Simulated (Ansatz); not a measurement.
### Question
Each is relaxed and computed with PBE in the plane-wave PAW code Ansatz. Which is the only metal?
A. AgI, NiAs type
B. BeS, NiAs type
C. GePd, NiAs type
D. SiGe, R-3m (Si on 6c, Ge on 6c)

### Answer
C, GePd, NiAs type. GePd: metal; BeS: gap 1.44 eV (indirect); AgI: gap 0.77 eV (indirect); SiGe: gap 0.38 eV (indirect). Constructed cells (a structure type filled with these elements, in neither database checked): GePd, NiAs type. Typed or built starts, not in the databases checked: AgI, NiAs type; SiGe, R-3m (Si on 6c, Ge on 6c). Not the usual ambient phase: BeS, NiAs type; AgI, NiAs type. Unstable at this level: BeS, NiAs type. All cells were relaxed under the symmetry of their starts (and spin orders); stability against distortions was not tested throughout. Rows with no word on spin ran without spin polarisation. Spin–orbit coupling is left out wherever it is not named.

Potentials: the later of the program's two PAW sets.
